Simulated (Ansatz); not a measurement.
Y3InC (anti-perovskite, Pm-3m), plane-wave PAW PBE (Ansatz code), all energies at zero smearing, with the estimated change up to a 700 eV cutoff added, with one set of potentials and settings (totals compare only within such a set). Cell of 5 atoms (3 Y, 1 In, 1 C): -17397.592 eV.

| element | reference phase | E (eV/atom) |
|---|---|---|
| Y | P6_3/mmc, 2 atoms in the cell | -3848.6668 |
| In | I4/mmm, 1 atoms in the cell | -5597.8481 |
| C | P6_3/mmc, 4 atoms in the cell | -250.9479 |

Formation energy per atom, worked out: (-17397.592 − 3×(-3848.6668) − 1×(-5597.8481) − 1×(-250.9479))/5 = -0.559 eV/atom (-54 kJ per mol of atoms), at 0 K, without zero-point energy or fitted corrections.

The first step of the workflow began from a Materials Project structure, measured or hypothetical; the Crystallography Open Database copy checked does not list it. Its standing as an ambient phase is unchecked. The PBE relaxation kept the symmetry of its start; whether a distortion lowers the energy is not shown. No spin polarisation was allowed. The references are the lowest solids computed at this level, not always the standard phases.

Potentials: the later of the program's two PAW sets.
